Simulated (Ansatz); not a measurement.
Hf: all-electron results

```
CELL_PARAMETERS angstrom
0.00000 2.22000 2.22000
2.22000 0.00000 2.22000
2.22000 2.22000 0.00000
ATOMIC_POSITIONS crystal
Hf 0.00000 0.00000 0.00000
```

The geometry is COD entry 1534929, unchecked; take it as a test cell.

Spin–orbit coupling is left out, though it moves levels of the heavy atoms by tenths of an eV or more.

Computed with Ansatz 0.2.0, DFT, LDA, all-electron LAPW, scalar-relativistic.

Sampling and basis: a Γ-centred 13×13×13 k mesh, Fermi–Dirac smearing of 0.03 eV, basis error target 1 meV/atom, no spin polarisation.

```yaml
Band_gap: "none: bands cross the Fermi level, a metal"
Volume_per_atom: 21.88 Å³
```

Task: Predict this quantity. Pressure at this cell.

Result: -5.48 GPa.

Task: Give the computed value. Density of states at the Fermi level (0.2 eV bin).

Result: 1.60 states/eV per cell.
